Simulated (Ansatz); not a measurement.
Data:

YPd$_{3}$:
```
YPd3
1.0
    4.01602     0.00000     0.00000
    0.00000     4.01602     0.00000
    0.00000     0.00000     4.01602
Y Pd
1 3
Direct
  0.00000   0.00000   0.00000
  0.50000   0.50000   0.00000
  0.00000   0.50000   0.50000
  0.50000   0.00000   0.50000
```

This is the LDA-relaxed structure.

Q: All from plane-wave PAW LDA (Ansatz code), unless another level is named. Estimate the formation energy from the elements (no fitted shifts).

A: -0.89 eV/atom.

Q: Give the density of states at the Fermi level.

A: 0.52 states/eV per atom (mean over ±0.08 eV).

Space group Pm-3m (Cu3Au type). The workflow started from a Materials Project entry (that database holds measured and hypothetical structures alike); the Crystallography Open Database files this formula in space group No. 221, but the cells were not matched. Its standing as an ambient phase is unchecked. The LDA relaxation kept the symmetry of its start; of distortions, only those at the zone centre were tested. No spin polarisation was allowed. The references are the lowest solids computed at this level, not always the standard phases. Spin–orbit coupling is left out wherever it is not named.

Potentials: the later of the program's two PAW sets.
